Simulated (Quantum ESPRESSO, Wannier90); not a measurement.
# Tight-binding from DFT: ZnCdO2 (P3m1)

```xyz
4
Lattice="3.4464 0.0000 0.0000 -1.7232 2.9847 0.0000 0.0000 0.0000 5.7053" Properties=species:S:1:pos:R:3 pbc="T T T"
Zn     0.0000     0.0000    -0.0175
Cd    -1.7232     0.9949     2.7981
O     -1.7232     0.9949     0.5591
O      0.0000     0.0000    -1.9933
```

Structure: Materials Project mp-1215505, symmetrised, not relaxed again. Not found in the COD (Crystallography Open Database) copy used; not checked further. Level: PBEsol, spinors with spin-orbit coupling; pw.x of Quantum ESPRESSO at 82 Ry with PseudoDojo potentials, 6×6×4 k-points, Wannier90. Density: 12×12×6 mesh, Gaussian smearing 0.01 Ry.

A tight-binding model is made by disentanglement and projection with no localisation steps (num_iter = 0), so the 42 orbitals stay atom-like: hydrogen-like Zn: s;p;d; Cd: s;p; O: s;p, axes along x, y, z; frozen window up to 1.50 eV relative to the Fermi level. It follows pw.x to 1.1 meV rms for states up to 1.0 eV relative to the Fermi level. Matrix elements depend on this choice of orbitals and windows. Bands 21–30 (Cd 4d 87 %, O 2p 9 %) lie between the kept ones and are excluded.

Task: What are the on-site energies relative to the Fermi level, and how fast do the hoppings decay?

Result: 
```
atom                   orbitals  energy (eV)
----  -------------------------  -----------
Zn1                       s↑ s↓         4.62
Zn1                     pz↑ pz↓        10.42
Zn1             px↑ px↓ py↑ py↓        10.61
Zn1                   dz2↑ dz2↓        -4.91
Zn1         dxz↑ dxz↓ dyz↑ dyz↓        -4.68
Zn1   dx2-y2↑ dx2-y2↓ dxy↑ dxy↓        -4.76
Cd2                       s↑ s↓         4.16
Cd2                     pz↑ pz↓        10.67
Cd2             px↑ px↓ py↑ py↓        10.19
O3                        s↑ s↓       -15.52
O3                      pz↑ pz↓        -1.15
O3              px↑ px↓ py↑ py↓        -1.33
O4                        s↑ s↓       -15.80
O4                      pz↑ pz↓        -1.02
O4              px↑ px↓ py↑ py↓        -0.87
```

```json
[
 {"distance of the centres (Å)": "1–2", "largest modulus (eV)": "1.8"},
 {"distance of the centres (Å)": "2–3", "largest modulus (eV)": "2.5"},
 {"distance of the centres (Å)": "3–4", "largest modulus (eV)": "1.3"},
 {"distance of the centres (Å)": "4–5", "largest modulus (eV)": "0.061"},
 {"distance of the centres (Å)": "5–6", "largest modulus (eV)": "0.17"},
 {"distance of the centres (Å)": "6–7", "largest modulus (eV)": "0.050"},
 {"distance of the centres (Å)": "7–8", "largest modulus (eV)": "0.0090"}
]
```
